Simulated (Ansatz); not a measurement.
Computed with Ansatz (plane waves, PAW, 420 eV cutoff): PBEsol, scalar-relativistic, collinear spin, 6×6×6 k-mesh, Gaussian smearing of 0.05 eV; PAW files: Ansatz's generated set soft_2.

The calculation on TiX3, where X is one element, gave:

| Quantity | Value |
| --- | --- |
| Space group | Pm-3m (No. 221) |
| Conventional cell | a = 5.497 Å, b = 5.497 Å, c = 5.497 Å, α = 90.00°, β = 90.00°, γ = 90.00° |
| Volume | 41.52 Å³/atom |
| Band gap | zero (metallic) |
| Density of states at the Fermi level | about 0.8 states/(eV·atom) |
| Magnetic state | ferromagnetic (the only order tried) |
| Site spin moments | Ti 0.72 μB |
| Spin moment of the cell | 0.83 μB |
| Formation energy from the elements (0 K, uncorrected) | -0.53 eV/atom |

Sites: Ti on 1a, X on 3d.

Question: Which element is X?
A. I
B. Sb
C. Cs
D. Te

Answer: A. X is I, so the compound is TiI3.

The start was a prototype's sites filled with these elements. The Crystallography Open Database lists the compound in space groups Pmmn, P63/mcm, so this is a trial structure. The ideal cubic cell shuts out tilts of the octahedra, which such structures often take.

No spin–orbit coupling, a notable omission for heavy elements. Site moments are of spin, integrated over atomic spheres. Compounds of this kind are often insulators, Mott or charge-transfer ones with an open 3d shell, so the metal found may come from the functional, which lacks a U or exact exchange, or from the structure. Only parallel moments were tried, so the real magnetic order may be another.
